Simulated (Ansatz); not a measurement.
GeBCN:
```
CELL_PARAMETERS angstrom
      1.46234     0.84428     4.78833
     -1.46234     0.84428     4.78833
      0.00000    -1.68856     4.78833
ATOMIC_POSITIONS crystal
  B  0.00278 0.00278 0.00278
  N  0.88720 0.88720 0.88720
  Ge 0.49578 0.49578 0.49578
  C  0.36421 0.36421 0.36421
```

Relaxed with r²SCAN.

Problem. Give the Bader charges and basin volumes of the independent atoms, plane-wave PAW r²SCAN (Ansatz code).

Solution. 

| atom | Bader charge (e) | Bader volume (Å³) |
|---|---|---|
| B1 | +1.83 | 2.9 |
| N2 | -1.69 | 10.9 |
| Ge3 | +1.78 | 8.8 |
| C4 | -1.92 | 12.8 |

Space group R3m. The start of the workflow was typed in or built on a structure type; neither database checked (COD, Materials Project) lists it. Its standing as an ambient phase is unchecked. The cell was relaxed with r²SCAN under the symmetry of its start; its stability against distortions is not shown here. The volume moved by -16 % from the start of the relaxation.

Potentials: the earlier of the program's two PAW sets. The files were generated under PBE; for other functionals the program regenerates the frozen cores, and for LDA and PBEsol the local potential too.
